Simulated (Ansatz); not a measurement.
ZnSnN2:
```xyz
4
Lattice="1.5822 0.9135 5.1354 -1.5822 0.9135 5.1354 0.0000 -1.8270 5.1354" Properties=species:S:1:pos:R:3 pbc="T T T"
Zn     0.0000     0.0000     0.0000
Sn     0.0000     0.0000     7.7032
N      0.0000     0.0000    11.5972
N      0.0000     0.0000     3.8091
```

Relaxed with PBEsol. Special points in fractions of this cell's reciprocal vectors: Γ (0.000, 0.000, 0.000); T (0.500, 0.500, 0.500); H2 (0.812, 0.188, 0.500); H0 (0.500, -0.188, 0.188); L (0.500, 0.000, 0.000); S0 (0.344, -0.344, 0.000); S2 (0.656, 0.000, 0.344); F (0.500, 0.000, 0.500).

Problem. List the band energies nearest the valence-band maximum at these points for PBEsol in the plane-wave PAW code Ansatz.

Solution. In eV from the valence-band maximum; about four levels below and three above (degenerate sets whole), none deeper than 8.9 eV; points with the same levels are listed once.

| k | below | above |
|---|---|---|
| Γ | -1.03 -1.03 -0.83 -0.18 -0.18 | 0.71 3.33 8.18 8.18 |
| T | -0.64 -0.64 -0.62 -0.62 | 3.13 3.74 7.82 |
| H2 | -4.15 -3.56 -1.55 -1.51 | 3.86 4.46 7.06 |
| L | -2.75 -2.65 -2.13 -1.41 | 3.00 4.16 6.89 |
| S0 | -4.73 -3.37 -1.81 -1.38 | 3.69 5.13 6.68 |
| F | -3.21 -2.91 -0.11 -0.06 | 0.68 3.54 7.51 |

Space group R-3m. The start of the workflow was typed in or built on a structure type; neither database checked (COD, Materials Project) lists it. Whether it is the stable phase at ambient conditions was not checked. The PBEsol relaxation kept the symmetry of its start. At this level the phase is mechanically unstable. Its formation energy is positive at this level, so the cell may be metastable or incomplete. Spin–orbit coupling is left out wherever it is not named.

Potentials: the earlier of the program's two PAW sets. The files were generated under PBE; for other functionals the program regenerates the frozen cores, and for LDA and PBEsol the local potential too.
